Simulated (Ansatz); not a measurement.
Input:

HgO:
Space group P3₁21 (No. 152); a = 3.521 Å, b = 3.521 Å, c = 8.617 Å, α = 90.00°, β = 90.00°, γ = 120.00°

```json
[
 {"atom": "Hg", "site": "3b", "symmetry": ".2.", "x": "0.2460", "y": "0.2460", "z": "0.5000"},
 {"atom": "O", "site": "3a", "symmetry": ".2.", "x": "0.5348", "y": "0.5348", "z": "0.0000"}
]
```

This is the LDA-relaxed structure.

Problem. All from plane-wave PAW LDA (Ansatz code), unless another level is named. Estimate the smallest direct gap on the standard path.

Solution. 1.50 eV.

Problem. Predict the conduction-band minimum.

Solution. on the K–Γ line, 87 % of the way from K (6 equivalent valleys).

Problem. What about the weight of the conduction-edge state by species (Voronoi cells)?

Solution. O 59 %, Hg 41 %.

Space group P3_121. The first step of the workflow began from a Materials Project structure, measured or hypothetical; the Crystallography Open Database copy checked does not list it. COD files the formula under space group No. 44, 62, so this cell is another polymorph or a model. Its standing as an ambient phase is unchecked. The cell was relaxed with LDA under the symmetry of its start; its stability against distortions is not shown here. A crystal of weakly bound chains computed without a dispersion correction: the cell and the soft elastic constants depend strongly on that. Spin–orbit coupling is left out wherever it is not named.

Potentials: the later of the program's two PAW sets.
